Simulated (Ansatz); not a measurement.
BiPbIO2:
```cif
data_BiIO2Pb
_chemical_formula_sum 'Bi1 Pb1 I1 O2'
_space_group_name_H-M_alt 'P 1'
_space_group_IT_number 1
_cell_length_a 7.46695
_cell_length_b 7.46695
_cell_length_c 7.46695
_cell_angle_alpha 148.759
_cell_angle_beta 148.759
_cell_angle_gamma 44.766
loop_
_space_group_symop_operation_xyz
  'x, y, z'
loop_
_atom_site_label
_atom_site_type_symbol
_atom_site_fract_x
_atom_site_fract_y
_atom_site_fract_z
_atom_site_occupancy
Bi1 Bi 0.33395 0.33395 0.00000 1
Pb1 Pb 0.66107 0.66107 0.00000 1
I1 I 0.99145 0.99145 0.00000 1
O1 O 0.75676 0.25676 0.50000 1
O2 O 0.25676 0.75676 0.50000 1
```

Relaxed with r²SCAN+D4.

Problem. Which orbitals make up the states near the band edges in DFT-r²SCAN+D4 in the program Ansatz with PAW potentials?

Solution. Top 1 eV of the valence band: I 5p 57 %, O 2p 26 %, Pb 6s 8 %. Bottom 1 eV of the conduction band: Bi 6p 57 %, Pb 6p 16 %, O 2s 9 %, I 5p 6 %. Projections are on Löwdin-orthogonalised atomic valence shells; empty p or d shells of many metals are not among them.

Problem. Tabulate the density of states.

Solution. States/eV per cell of 5 atoms, in 0.25 eV bins, energy from the valence-band maximum.

| E (eV) | total | O 2p | I 5p | Bi 6p |
|---|---|---|---|---|
| -7.85 | 0.00 | 0.00 | 0.00 | 0.00 |
| -7.60 | 0.43 | 0.16 | 0.00 | 0.00 |
| -7.35 | 1.21 | 0.40 | 0.01 | 0.00 |
| -7.10 | 2.15 | 0.58 | 0.05 | 0.00 |
| -6.85 | 1.87 | 0.42 | 0.06 | 0.00 |
| -6.60 | 1.24 | 0.22 | 0.06 | 0.00 |
| -6.35 | 0.86 | 0.10 | 0.05 | 0.00 |
| -6.10 | 0.25 | 0.02 | 0.01 | 0.00 |
| -5.85 | 0.01 | 0.00 | 0.00 | 0.00 |
| -5.60 | 0.00 | 0.00 | 0.00 | 0.00 |
| -5.35 | 0.00 | 0.00 | 0.00 | 0.00 |
| -5.10 | 0.03 | 0.02 | 0.00 | 0.01 |
| -4.85 | 2.02 | 1.21 | 0.11 | 0.45 |
| -4.60 | 4.54 | 2.75 | 0.29 | 1.02 |
| -4.35 | 2.27 | 1.40 | 0.16 | 0.49 |
| -4.10 | 1.63 | 1.07 | 0.10 | 0.31 |
| -3.85 | 3.93 | 2.53 | 0.32 | 0.70 |
| -3.60 | 1.84 | 1.18 | 0.17 | 0.36 |
| -3.35 | 0.89 | 0.52 | 0.15 | 0.12 |
| -3.10 | 2.25 | 1.20 | 0.45 | 0.25 |
| -2.85 | 4.68 | 2.51 | 1.01 | 0.39 |
| -2.60 | 4.32 | 2.81 | 0.64 | 0.26 |
| -2.35 | 3.94 | 2.46 | 0.74 | 0.24 |
| -2.10 | 3.75 | 2.31 | 0.73 | 0.23 |
| -1.85 | 4.05 | 2.45 | 0.98 | 0.18 |
| -1.60 | 7.12 | 3.96 | 2.27 | 0.23 |
| -1.35 | 4.76 | 2.03 | 2.17 | 0.13 |
| -1.10 | 5.56 | 2.19 | 2.76 | 0.10 |
| -0.85 | 4.15 | 1.10 | 2.40 | 0.08 |
| -0.60 | 3.25 | 0.65 | 2.11 | 0.06 |
| -0.35 | 3.93 | 1.09 | 2.10 | 0.05 |
| -0.10 | 3.11 | 0.94 | 1.59 | 0.02 |
| 0.15 | 0.00 | 0.00 | 0.00 | 0.00 |
| 0.40 | 0.00 | 0.00 | 0.00 | 0.00 |
| 0.65 | 0.00 | 0.00 | 0.00 | 0.00 |
| 0.90 | 0.00 | 0.00 | 0.00 | 0.00 |
| 1.15 | 0.00 | 0.00 | 0.00 | 0.00 |
| 1.40 | 0.00 | 0.00 | 0.00 | 0.00 |
| 1.65 | 0.00 | 0.00 | 0.00 | 0.00 |
| 1.90 | 0.00 | 0.00 | 0.00 | 0.00 |
| 2.15 | 0.01 | 0.00 | 0.00 | 0.00 |
| 2.40 | 0.22 | 0.00 | 0.01 | 0.15 |
| 2.65 | 0.46 | 0.01 | 0.03 | 0.28 |
| 2.90 | 0.97 | 0.04 | 0.05 | 0.54 |
| 3.15 | 1.89 | 0.11 | 0.11 | 1.02 |
| 3.40 | 1.92 | 0.16 | 0.10 | 0.97 |
| 3.65 | 1.83 | 0.21 | 0.09 | 0.87 |
| 3.90 | 1.78 | 0.27 | 0.06 | 0.71 |
| 4.15 | 1.11 | 0.15 | 0.04 | 0.37 |
| 4.40 | 2.50 | 0.29 | 0.07 | 0.78 |
| 4.65 | 3.40 | 0.55 | 0.10 | 1.26 |
| 4.90 | 3.79 | 0.58 | 0.13 | 1.34 |
| 5.15 | 3.46 | 0.49 | 0.14 | 1.26 |
| 5.40 | 2.35 | 0.34 | 0.10 | 0.87 |
| 5.65 | 4.43 | 0.60 | 0.27 | 1.40 |
| 5.90 | 2.14 | 0.32 | 0.11 | 0.49 |
| 6.15 | 3.99 | 0.58 | 0.23 | 0.96 |
| 6.40 | 3.59 | 0.54 | 0.18 | 0.88 |
| 6.65 | 4.51 | 0.65 | 0.21 | 0.86 |
| 6.90 | 3.14 | 0.44 | 0.09 | 0.56 |

Space group I4mm. The workflow started from a Materials Project entry (that database holds measured and hypothetical structures alike); the Crystallography Open Database copy checked does not list it. Its standing as an ambient phase is unchecked. The r²SCAN+D4 relaxation kept the symmetry of its start; its stability against distortions is not shown here. Scalar-relativistic: spin–orbit coupling is off unless named, which matters more the heavier the elements.

Potentials: the later of the program's two PAW sets.
